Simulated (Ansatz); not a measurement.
CaGaGeH (space group P3m1)

```
CELL_PARAMETERS angstrom
      4.10178     0.00000     0.00000
     -2.05089     3.55225     0.00000
      0.00000     0.00000     4.65464
ATOMIC_POSITIONS crystal
  Ca 0.33333 0.66667 0.99699
  Ga 0.00000 0.00000 0.56266
  Ge 0.66667 0.33333 0.42358
  H  0.00000 0.00000 0.93557
```

The slice is a (1 -1 0 0) plane (indices of the conventional cell) through the point (0.333, 0.667, 0.997) (fractional), spanned by u = [110] and v = [001] in vectors of this cell: u (4.10 Å) and v (4.65 Å, at 90° to u). It covers one period; positions are fractions (u, v).

Level of theory: PBEsol (plane waves to 420 eV, PAW, scalar-relativistic; Ansatz, an electronic-structure program). k mesh 9×9×7. Inside the PAW spheres the values are not all-electron values, and peaks at nuclei hang on which shells count as valence. CaGaGeH was relaxed with its symmetry unable to fall.

Q: Predict the map of the valence electron density on the slice.

A: 
```
|@@@@%*+-:...........:-+*%@@@|
|@@@%#*+-:...........:-+*#%@@|
|@@%%#+=-.............-=+#%%@|
|%%##*=-:.............:-=*##%|
|#**+=-:...............:-=+**|
|+++=-::...............::-=++|
|----:........:::........:---|
|:::........:::::::........::|
|.........:::::::::::........|
|     ...::::-----::::...    |
|     ...:::-------:::...    |
|     ..:::---------:::..    |
|     ..::----===----::..    |
|    ...::---=====---::...   |
|    ...::--=======--::...   |
|    ...::--=======--::...   |
|    ...::--=======--::...   |
|    ...::--=======--::...   |
|     ..::---=====---::..    |
|     ..::----===----::..    |
|     ..:::---------:::..    |
|     ...:::-------:::...    |
|.........::::---::::........|
|:::......:::::::::::......::|
|----:......:::::::......:---|
|+++=-::...............::-=++|
|#**+=-::.............::-=+**|
|%%##*=-:.............:-=*##%|
|@@%%#+=-:...........:-=+#%%@|
|@@@%#*+-:...........:-+*#%@@|
|@@@@%*+-:...........:-+*%@@@|
|@@@@%#+-:...........:-+#%@@@|
```
Scale: ten equal steps from -1.39 (start of ' ') to 0.84 (end of '@'), in the order ' .:-=+*#%@'. Values: log₁₀ of the valence density in e/Å³. The map has 28 points along u (one character each, u = 0 at the left) and 32 along v (v = 0 in the bottom row). The scale is logarithmic, as a density can span decades between atoms and voids.
